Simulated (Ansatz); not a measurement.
Suppose CaMg2O3 takes space group P6/mmm (No. 191), with Ca on 1b; Mg on 2e; O on 3g.

The calculation used Ansatz 0.2.0, DFT PBE, scalar-relativistic, plane waves, PAW. Cutoff 420 eV, Γ-centred mesh, Gaussian smearing, no spin polarisation.

Formation energies are uncorrected and refer to the elements' standard structures at the same level (O₂ as a molecule).

Question: Predict the relaxed structure.

Answer:

Space group P6/mmm (No. 191). a = 4.443 Å, b = 4.443 Å, c = 9.874 Å, α = 90.00°, β = 90.00°, γ = 120.00°
| atom | site | symmetry | x | y | z |
| --- | --- | --- | --- | --- | --- |
| Ca | 1b | 6/mmm | 0.0000 | 0.0000 | 0.5000 |
| Mg | 2e | 6mm | 0.0000 | 0.0000 | 0.8346 |
| O | 3g | mmm | 0.5000 | 0.0000 | 0.5000 |

Ca is surrounded by 6 O at 2.22 Å and 2 Mg at 3.30 Å; Mg is surrounded by 1 Mg at 3.27 Å and 1 Ca at 3.30 Å; O has 2 Ca at 2.22 Å and 4 O at 2.22 Å. Another local minimum with the same sites may exist.

Question: And its energy and gap?

Answer: The energy over the elements is +0.13 eV/atom and the gap on the 12×12×4 mesh of the 6-atom cell is 0 eV (a metal). The separate elements lie lower, so it is unstable against them.

The last run used Gaussian smearing of 0.10 eV. A structure relaxed within its symmetry needn't be a true minimum. Another cell of CaMg2O3 relaxed alike, in P-3m1, lies 2.83 eV/atom lower, so this cell isn't the stable form at this level.
